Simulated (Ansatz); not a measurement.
Relaxed Zr (hcp, Mg type):

```
CELL_PARAMETERS angstrom
      3.24591     0.00000     0.00000
     -1.62295     2.81104     0.00000
      0.00000     0.00000     5.15116
ATOMIC_POSITIONS crystal
  Zr 0.33333 0.66667 0.75000
  Zr 0.66667 0.33333 0.25000
```

Computed with r2SCAN (plane waves to 500 eV, PAW, scalar-relativistic; Ansatz, a first-principles code). k mesh 13×13×7 (Γ-centred), Fermi-Dirac smearing 0.05 eV. With partly filled bands, energies and forces of such displacements shift with the k mesh and the smearing. The PAW data are Ansatz's earlier set. Zr is run without spin polarisation. Zr was relaxed with its symmetry unable to fall.

One atom of the cell was then moved (with its periodic images), all else fixed, and the forces (eV/Å) came out as:

```tsv
atom	Fx	Fy	Fz
Zr1	0.000	0.000	-0.969
Zr2	0.000	0.000	0.969
```

With two atoms only their relative shift counts; take Zr1 as fixed.

Which atom was moved, and by which vector (Å)?

Zr2, by (0.00, 0.00, -0.19), 0.19 Å in all.

(A displaced cell: forces are minus the slopes of the energy, force constants its curvatures, and phonons follow from these.)
